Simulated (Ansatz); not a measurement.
Slab of fcc Ag (100), 5 layers

The slab is cut from the fcc crystal, the stable phase, as relaxed on PAW files (16.02 Å³/atom), with 16 Å of vacuum and a dipole correction:

```yaml
crystal:
  lattice:
    - [2.82974, 0.00000, 0.00000]
    - [0.00000, 2.82974, 0.00000]
    - [0.00000, 0.00000, 24.00370]
  atoms:
    - { symbol: Ag, position: [0.00000, 0.00000, 0.33328] }
    - { symbol: Ag, position: [0.50000, 0.50000, 0.41664] }
    - { symbol: Ag, position: [0.00000, 0.00000, 0.50000] }
    - { symbol: Ag, position: [0.50000, 0.50000, 0.58336] }
    - { symbol: Ag, position: [0.00000, 0.00000, 0.66672] }
```

Computed with Ansatz 0.2.0; functional LDA, scalar-relativistic. Settings: a Γ-centred 12×12×1 k mesh, Fermi–Dirac smearing of 0.1 eV, no spin polarisation. Methods: LAPW: all electrons, basis error target 1 meV/atom; PAW: frozen-core files, cutoff 420 eV.

The bulk energy comes from a cell in the slab's orientation on a 12×12×8 mesh. The surface energy is (E(slab) − N·E(bulk))/2A at zero smearing, the mean of both faces; thin slabs carry quantum-size effects.

The PAW files were made under PBE.

Question: As cut, the LAPW slab lies 1.308 eV above 5 atoms of bulk. What surface energy is that?

Answer: Over two faces of 8.01 Å² it is 81.7 meV/Å², and times 16.02 J/m² per eV/Å² that gives γ = 1.308 J/m².

Question: What do relaxation and the other method give, and what work function comes out?

Answer: 

| method | γ as cut (J/m²) | γ relaxed (J/m²) | Φ as cut (eV) | Φ relaxed (eV) |
| --- | --- | --- | --- | --- |
| LAPW | 1.308 | 1.300 | 4.68 | 4.68 |
| PAW | 1.308 | 1.299 | 4.68 | 4.68 |

Question: How do the spacings between the planes relax?

Answer: From the bottom face up: d12 -2.4 % of 2.001 Å, d23 +0.1 % of 2.001 Å, d34 +0.1 % of 2.001 Å, d45 -2.4 % of 2.001 Å.

Question: What changes if the images along the normal are cut off in place of the dipole correction?

Answer: LAPW then gives: no gap, work function 4.68 eV; PAW: no gap, work function 4.68 eV.

Question: A 3d core hole is made on one atom of each kind in every 1×1 cell (PAW hole dataset, neutral cell, valence without spin). What does it cost by layer?

Answer: layer 1 368.27 eV, layer 2 368.48 eV, layer 3 368.46 eV. Shifts between layers mean more than the absolute values, and a whole layer of holes screens otherwise than one hole.

Question: In the relaxed 1×1 cell, replace the outer, then the middle Ag by Cd, which changes a whole layer. What shift does this Z+1 picture give?

Answer: E(outer) − E(middle) = -0.17 eV by LAPW and -0.17 eV by PAW; a positive value puts the surface line at higher binding energy.
